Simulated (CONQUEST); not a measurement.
CONQUEST run on SiC (I-4m2, 8 atoms in the cell; from Materials Project mp-8062, changed as shown): self-consistent single point.

Level of theory: PBE, numerical atomic orbitals double-zeta with polarisation (the shipped basis), PseudoDojo norm-conserving potentials made for PBE in CONQUEST.

The change in words: lattice vector b scaled by 0.99. Reference geometry (F-43m):
```yaml
crystal:
  lattice:
    - [4.35399, 0.00000, 0.00000]
    - [0.00000, 4.35399, 0.00000]
    - [0.00000, 0.00000, 4.35399]
  atoms:
    - { symbol: Si, position: [0.25000, 0.25000, 0.75000] }
    - { symbol: Si, position: [0.25000, 0.75000, 0.25000] }
    - { symbol: Si, position: [0.75000, 0.25000, 0.25000] }
    - { symbol: Si, position: [0.75000, 0.75000, 0.75000] }
    - { symbol: C, position: [0.00000, 0.00000, 0.00000] }
    - { symbol: C, position: [0.00000, 0.50000, 0.50000] }
    - { symbol: C, position: [0.50000, 0.00000, 0.50000] }
    - { symbol: C, position: [0.50000, 0.50000, 0.00000] }
```

Reference input (self-consistent single point, DFT, PBE, numerical atomic orbitals double-zeta with polarisation (the shipped basis), PseudoDojo norm-conserving potentials made for PBE): basis = DZP; Diag.MPMeshX, Y, Z = 4 4 4; potentials = PseudoDojo norm-conserving PBE; Grid.GridCutoff = 140 Ha; DM.SolutionMethod = diagon; Diag.SmearingType = 1; Diag.kT = 0.000735 Ha; Diag.GammaCentred = true; Diag.MPOrder = 0; minE.SCTolerance = 1.0e-06; SC.MaxIters = 100; SC.LinearMixingFactor = 0.3. This run's input differs from it in these lines:

```diff
@@ -33,3 +33,3 @@
      8.227848649      0.000000000      0.000000000
-     0.000000000      8.227848649      0.000000000
+     0.000000000      8.145569974      0.000000000
      0.000000000      0.000000000      8.227848649
```

Output (repeated stretches shortened):

```
    PulayMixSC: Starting Pulay mixing, A_up =  0.300 A_dn =  0.300
    PulayMixSC: Spin non-polarised calculation.
          Harris-Foulkes Energy            :       -41.275455214901839 Ha
    PulayMixSC: Pulay iteration     1 residual:              0.11274E-01
          Harris-Foulkes Energy            :       -41.047659933760137 Ha
    PulayMixSC: Pulay iteration     2 residual:              0.40508E-02
          Harris-Foulkes Energy            :       -41.024915460919182 Ha
    PulayMixSC: Pulay iteration     3 residual:              0.18275E-02
          Harris-Foulkes Energy            :       -41.024297492248998 Ha
    PulayMixSC: Pulay iteration     4 residual:              0.14256E-03
          Harris-Foulkes Energy            :       -41.024295606229288 Ha
    PulayMixSC: Pulay iteration     5 residual:              0.75458E-04
          Harris-Foulkes Energy            :       -41.024292830435058 Ha
    PulayMixSC: Pulay iteration     6 residual:              0.17771E-05
          Harris-Foulkes Energy            :       -41.024292828421153 Ha
    PulayMixSC: Pulay iteration     7 residual:              0.79516E-06
    PulayMixSC: Reached SCF tolerance of  0.79516E-06 after      7 iterations
      | Number of electrons      =        32.000036
      |* Harris-Foulkes energy   =       -41.024292828421153 Ha
      |* DFT total energy        =       -41.024292829141025 Ha

    force: Forces on atoms (Ha/a0)
    force:  Atom   X              Y              Z
    force:     1   0.0000000000   0.0000000000  -0.0000000000
   [... zero for the other atoms too ...]

    force: Maximum force :        0.00000000(Ha/a0) on atom         6 in z direction
    force: Force Residual:        0.00000000 Ha/a0
    force: Total stress:         -8.14967432     0.00000000     0.00000000 GPa
                             0.00000000   -10.84674893     0.00000000
                             0.00000000     0.00000000    -8.14967432
    force: Average pressure:      9.04869919 GPa

    get_E_and_F: Change in energy during last step of electronic optimisation:  0.20139E-08
```

The run converged in 7 iterations. CONQUEST prints the stress tensor with tension positive. Against the reference run the free energy goes up by 5.6 meV/atom, the pressure goes from 6.46 to 9.05 GPa and the gap on the mesh goes from 1.315 to 1.202 eV.

The program uses no crystal symmetry, so grid and mesh can part values that symmetry would make equal. The atom-centred basis is finite, which shifts total energies, pressures and gaps against plane waves. The structure comes from a collection of computed structures, made at another level of theory; the collection holds predicted forms beside known ones.

Cost on one core: very roughly 50 core-seconds.
